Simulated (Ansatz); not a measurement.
A relaxed cell of Sr2AlBO6 is given with its symmetry left out. The cell was found from a structure generator's guess, not taken from experiment.

Computed with DFT PBE, scalar-relativistic, plane waves, PAW in Ansatz 0.2.0. Cutoff 420 eV, Γ-centred mesh, Gaussian smearing, collinear spin.

```
CELL_PARAMETERS angstrom
0.00000 3.70548 3.70548
3.70548 0.00000 3.70548
3.70548 3.70548 0.00000
ATOMIC_POSITIONS crystal
Sr 0.25000 0.25000 0.25000
Sr 0.75000 0.75000 0.75000
Al 0.00000 0.00000 0.00000
B 0.50000 0.50000 0.50000
O 0.73702 0.26298 0.26298
O 0.26298 0.73702 0.26298
O 0.26298 0.26298 0.73702
O 0.26298 0.73702 0.73702
O 0.73702 0.26298 0.73702
O 0.73702 0.73702 0.26298
```

Energies over the elements count from the elements' standard structures at the same level (O₂ as a molecule), with no fitted energy shifts.

(1) Find its symmetry and describe it.

(2) How far does it lie from the elements in energy?

(3) Is it a metal?

(4) Which magnetic moments does it keep?

(5) From what recipe could a structure generator have reached it?

Answers

(1) Fm-3m (No. 225). Conventional cell: a = 7.411 Å. Around Sr lie 12 O at 2.62 Å, 4 Al at 3.21 Å and 4 B at 3.21 Å; Al is surrounded by 6 O at 1.95 Å and 8 Sr at 3.21 Å; B is surrounded by 6 O at 1.76 Å; around O lie 1 B at 1.76 Å, 1 Al at 1.95 Å, 4 O at 2.48 Å and 4 Sr at 2.62 Å.

(2) −2.03 eV/atom. A negative formation energy is needed for stability but isn't enough: competing phases decide.

(3) Yes, bands cross the Fermi level on the 10×10×10 mesh.

(4) 0.15 μB per atom net, the space between the atoms included; by site: O 0.2 (×6) μB.

(5) One such recipe: perovskite family, tilts a0a0a0, rock order on B (Fm-3m, No. 225). Other recipes can lead to the same cell.

The last run used collinear spin, a 10×10×10 mesh for its 10-atom cell and Gaussian smearing of 0.10 eV. The magnetic state reached may not be the lowest. Symmetry constrained the relaxation, so the result can be a saddle point.
